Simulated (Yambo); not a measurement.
Be$_{3}$N$_{2}$: sweep of GW parameters

G0W0@PBEsol for Be$_{3}$N$_{2}$ (space group P6_3/mmc, No. 194) in Yambo. Reference settings: 6×6×2 Γ-centred k mesh, bands 7 to 135 and a 8 Ry block in the screening, 135 bands in G with the Bruneval-Gonze terminator, plasmon pole fitted at 27.2 eV. The PBEsol gap Γ → M on this mesh is 3.25 eV; G0W0 gaps are taken between the same points.

| change from the reference | G0W0 gap Γ → M (eV) | shift of the valence edge (eV) | rough Yambo cost |
|---|---|---|---|
| reference settings | 4.76 | -0.75 | 1 |
| 54 bands in W, 54 bands in G | 4.91 | -0.49 | about 1/3 |
| 54 bands in G | 4.81 | -0.73 | – |
| 89 bands in G | 4.77 | -0.74 | – |
| 1 Ry block | 5.40 | -0.73 | within a factor of two |
| 3 Ry block | 4.45 | -0.45 | within a factor of two |
| 7 Ry block | 4.64 | -0.64 | within a factor of two |
| no random integration | 4.71 | -0.59 | – |
| 6×6×1 mesh | 4.78 | -0.74 | about 1/3 |
| 54 bands in G, no terminator | 4.50 | 0.12 | – |

The reference isn't shown to be the converged limit. Costs are rough (shared machines), scaled to the same edge states, and given only for runs that recompute the screening.

Geometry of the Materials Project entry, not relaxed at this level; primitive cell a = 2.8417 Å, b = 2.8417 Å, c = 9.7468 Å, α = 90.00°, β = 90.00°, γ = 120.00°.

The structure is a Materials Project entry; no match was found in the copy of COD used, and its stability was not checked.

A shift is the quasiparticle energy of the state minus its PBEsol energy.
